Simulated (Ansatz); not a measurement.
LaScO$_{3}$ in space group Pnma (No. 62; La on 4c, O on 8d, Sc on 4b, O on 4c), the program Ansatz at the PBEsol level (PAW). The conduction-band minimum lies at Γ, with 1 equivalent valley. Second derivatives d²E/dk² of the lowest band at one valley (eV·Å²), along Cartesian directions:

| direction | d²E/dk² |
|---|---|
| [100] | 8.053 |
| [010] | 6.521 |
| [001] | 3.981 |
| [110] | 7.288 |
| [101] | 6.013 |
| [011] | 5.251 |

Q: Find the principal effective masses, the density-of-states mass and the conductivity mass.

A: Off-diagonal terms follow from H_xy = H[110] − (H_xx + H_yy)/2, and m*/mₑ = 7.620 eV·Å² over each eigenvalue: 0.95, 1.2, 1.9. One valley's DOS mass (m₁m₂m₃)^(1/3) = 1.3, conductivity mass 3/(Σ 1/mᵢ) = 1.2 mₑ.

Q: What effective density of states Nc follows at 300 K for parabolic valleys?

A: Nc = 2.509e19 × 1 × (1.3)^(3/2) ≈ 3.7e19 cm⁻³.

Q: With the computed static dielectric constant 31.4 (mean of the diagonal), estimate a hydrogenic donor's binding energy and radius.

A: E = 13.606 eV × 1.2/31.4² ≈ 17 meV; a = 0.529 Å × ε/m* ≈ 14 Å. Semilocal masses tend to be too small when the gap is underestimated.

The cell was relaxed with PBEsol under the symmetry of its start. No spin polarisation was allowed. Spin–orbit coupling is left out wherever it is not named.

Potentials: the later of the program's two PAW sets.
